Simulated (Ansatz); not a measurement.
C in space group P4_2/mmc (No. 131; C on 2e, C on 4i) at seven volumes, plane-wave PAW r²SCAN (Ansatz code), shape and atoms relaxed at each. One row is withheld.

```tsv
V (Å³/atom)	P (GPa)
6.078	37.61
6.278	23.38
6.479	?
6.679	0.00
6.879	-9.21
7.080	-17.18
7.280	-24.02
```

Q: Fit the shown pressures and predict the withheld one.

A: P = (3/2)B₀(x^(7/2) − x^(5/2))[1 + (3/4)(B′ − 4)(x − 1)] with x = (V₀/V)^(2/3). Least squares on the six rows gives V₀ = 6.680 Å³/atom, B₀ = 331 GPa, B′ = 3.93. At V = 6.479, x = 1.0206 and P = 10.74 GPa. The run itself gave 10.94 GPa.

The start of the workflow was typed in or built on a structure type; neither database checked (COD, Materials Project) lists it. It is not the phase usual at ambient conditions (space group No. 194, 227). Symmetry was held in the r²SCAN relaxation; whether a distortion lowers the energy is not shown.

Potentials: the later of the program's two PAW sets.
